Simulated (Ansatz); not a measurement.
Al3V in space group I4/mmm (No. 139; Al on 2b, Al on 4d, V on 2a) at seven volumes, PBEsol in the plane-wave PAW code Ansatz, shape and atoms relaxed at each. One row is withheld.

| V (Å³/atom) | P (GPa) |
|---|---|
| 13.109 | 14.51 |
| 13.541 | 8.92 |
| 13.973 | 4.12 |
| 14.405 | -0.01 |
| 14.837 | -3.55 |
| 15.270 | -6.59 |
| 15.702 | ? |

**Question.** Fit the shown pressures and predict the withheld one.

**Answer.** Third-order Birch–Murnaghan: P = (3/2)B₀(x^(7/2) − x^(5/2))[1 + (3/4)(B′ − 4)(x − 1)] with x = (V₀/V)^(2/3). Least squares on the six rows gives V₀ = 14.405 Å³/atom, B₀ = 127.2 GPa, B′ = 4.05. At V = 15.702, x = 0.9441 and P = -9.21 GPa. The run itself gave -9.20 GPa.

The workflow started from a Materials Project entry (that database holds measured and hypothetical structures alike); the Crystallography Open Database copy checked does not list it. Whether it is the stable phase at ambient conditions was not checked. The cell was relaxed with PBEsol under the symmetry of its start; whether a distortion lowers the energy is not shown. The run is not spin-polarised.

Potentials: the later of the program's two PAW sets.
